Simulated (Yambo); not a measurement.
Yambo run on B (space group R-3m, No. 166). The wavefunctions are LDA (pw.x of Quantum ESPRESSO, ONCV potentials, no spin-orbit coupling) ones on a 4×4×4 mesh (18 occupied bands); a = b = c = 5.042 Å, α = β = γ = 58.12°.

Yambo input:

```
rim_cut
gw0
dyson
el_el_corr
HF_and_locXC
cohsex
em1s
RandQpts= 1000000
RandGvec= 1 Ry
EXXRLvcs= 76 Ry
VXCRLvcs= 304 Ry
Chimod= "HARTREE"
% BndsRnXs
 1 | 127 |
%
NGsBlkXs= 7 Ry
% LongDrXs
 1.0 | 1.0 | 1.0 |
%
ExtendOut
% QPkrange
 1 | 1 | 18 | 19 |
 13 | 13 | 18 | 18 |
%
```

k points by index: 1 = Γ, 13 = Z.

Table of the .qp output:

```
#    K-point    Band    Eo [eV]    E [eV]    E-Eo [eV]    Vxc [eV]    Vnlxc [eV]    Sc|Eo [eV]    Re(Z)    Im(Z)
#
    1    18    -0.353343    -2.722208    -2.368864    -13.55084    -14.88433    -1.035372    1.000000    0.000000
    1    19    1.524333    0.035906    -1.488427    -11.61904    -7.861824    -5.245642    1.000000    0.000000
    13    18    0.000000    -2.341198    -2.341198    -13.64413    -14.75615    -1.229176    1.000000    0.000000
```
(The two width columns are left out.) Convergence of these settings isn't established.

Geometry of the Materials Project entry, not relaxed at this level.
